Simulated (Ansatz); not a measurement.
## Fixed occupations and hybrids: Ga$_{8}$O$_{11}$

The cell (19 atoms) is Ga$_{8}$O$_{11}$ as a test cell of our own (not relaxed).

```
CELL_PARAMETERS angstrom
12.23000 0.00000 0.00000
0.00000 3.04000 0.00000
-1.37366 0.00000 5.63499
ATOMIC_POSITIONS crystal
Ga 0.09035 0.00651 0.79533
Ga 0.58927 0.48719 0.80004
Ga 0.91104 0.01318 0.20144
Ga 0.41118 0.49347 0.20213
Ga 0.33855 0.01377 0.68353
Ga 0.84219 0.49735 0.67958
Ga 0.65705 0.99326 0.31306
Ga 0.15366 0.50690 0.31129
O 0.16828 0.03557 0.10055
O 0.66553 0.49870 0.09832
O 0.83153 0.00450 0.91102
O 0.32928 0.51188 0.90425
O 0.49415 0.02172 0.25125
O 0.50195 0.00233 0.74382
O 0.00565 0.50124 0.74814
O 0.82674 0.99070 0.44371
O 0.32886 0.49616 0.43236
O 0.17230 0.99274 0.57450
O 0.67309 0.51506 0.55954
```

Code: Ansatz (development build ahead of 0.2.0); norm-conserving potentials, plane waves, scalar-relativistic; no spin polarisation; cutoff 1240 eV; k-mesh 1×1×1. A hybrid run begins with a PBE cycle under the same occupations; its iterations are summed over that start, the exchange cycles and any other fillings tried.

With one k-point the gap is the spacing of two levels at that point, not the band gap of the material; the mesh is far from converged, so the case tests the SCF and predicts nothing for the material.

What does the run give with HSE06, fixed occupations?

Converged in 35 iterations, gap on the mesh 3.88 eV.

What does the run give with PBE, fixed occupations?

Converged in 12 iterations, gap on the mesh 2.70 eV.

What does the run give with PBE, Fermi–Dirac smearing 0.01 eV?

Converged in 12 iterations, gap on the mesh 2.70 eV.

What does the run give with HSE06, Fermi–Dirac smearing 0.01 eV?

Converged in 35 iterations, gap on the mesh 3.88 eV.

HSE06 opens the gap by 1.18 eV against PBE; on one k-point part of that hangs on the q+G = 0 term of the exchange. With a gap this far above the smearing width, smeared and fixed occupations give the same result.
